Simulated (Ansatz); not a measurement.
A relaxed cell of SnTe (Fm-3m (No. 225)), relaxed on a k-mesh at least as fine as the one used below. Calculation: PBE (plane waves to 420 eV, PAW, scalar-relativistic; Ansatz, an electronic-structure program). Γ-centred k-mesh 9×9×9 on the run's cell (coarser than for final values), Fermi–Dirac smearing 0.05 eV.

```xyz
2
Lattice="0.0000 3.2046 3.2046 3.2046 0.0000 3.2046 3.2046 3.2046 0.0000" Properties=species:S:1:pos:R:3 pbc="T T T"
Te     0.0000     0.0000     0.0000
Sn     3.2046     3.2046     3.2046
```

The atoms are displaced along an unstable phonon of this cell by (Å):

```csv
atom,ux,uy,uz
Te1,0.000,0.000,0.140
Sn2,0.000,0.000,-0.150
```

### Question
What forces (eV/Å) and pressure result?

### Answer
| atom | Fx | Fy | Fz |
|---|---|---|---|
| Te1 | 0.00 | 0.00 | -0.32 |
| Sn2 | 0.00 | 0.00 | 0.32 |

Pressure +1.0 GPa.

### Question
Estimate the energy cost of the displacement in the harmonic approximation and compare with the calculation.

### Answer
For a harmonic well ΔE = −½ Σ F·u = 0.046 eV a cell, or 23 meV/atom. The calculated energy relative to the undisplaced cell is +0.010 eV/atom, so anharmonic terms matter at this amplitude.

No spin polarisation in the result.

The run that gave the undisplaced cell could not lose the symmetry of its start.
